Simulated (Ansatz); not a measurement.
GaNi$_{3}$N:
```
GaNi3N
1.0
    3.78434     0.00000     0.00000
    0.00000     3.78434     0.00000
    0.00000     0.00000     3.78434
Ga N Ni
1 1 3
Direct
  0.00000   0.00000   0.00000
  0.50000   0.50000   0.50000
  0.00000   0.50000   0.50000
  0.50000   0.50000   0.00000
  0.50000   0.00000   0.50000
```

Relaxed with PBE. Special points in fractions of this cell's reciprocal vectors: Γ (0.000, 0.000, 0.000); X (0.000, 0.500, 0.000); M (0.500, 0.500, 0.000); R (0.500, 0.500, 0.500).

List the band energies nearest the Fermi level at these points for the program Ansatz at the PBE with spin–orbit coupling level (PAW).

In eV from the Fermi level; about four levels below and three above (degenerate sets whole), none deeper than 8.9 eV; points with the same levels are listed once.

```tsv
k	below	above
Γ	-0.85 -0.85 -0.85 -0.85 -0.67 -0.67	0.76 0.76 1.83 1.83
X	-0.80 -0.80 -0.71 -0.71	1.04 1.04 1.19 1.19
M	-0.41 -0.41 -0.07 -0.07	3.12 3.12 3.24 3.24
R	-0.84 -0.84 -0.84 -0.84	0.67 0.67 0.68 0.68 0.68 0.68
```

Space group Pm-3m (anti-perovskite). The cell is a constructed one: a structure type filled with these elements; neither database checked (COD, Materials Project) lists it. Its standing as an ambient phase is unchecked. The PBE relaxation kept the symmetry of its start; its stability against distortions is not shown here. The workflow began spin-polarised and lost its moments.

Potentials: the later of the program's two PAW sets.
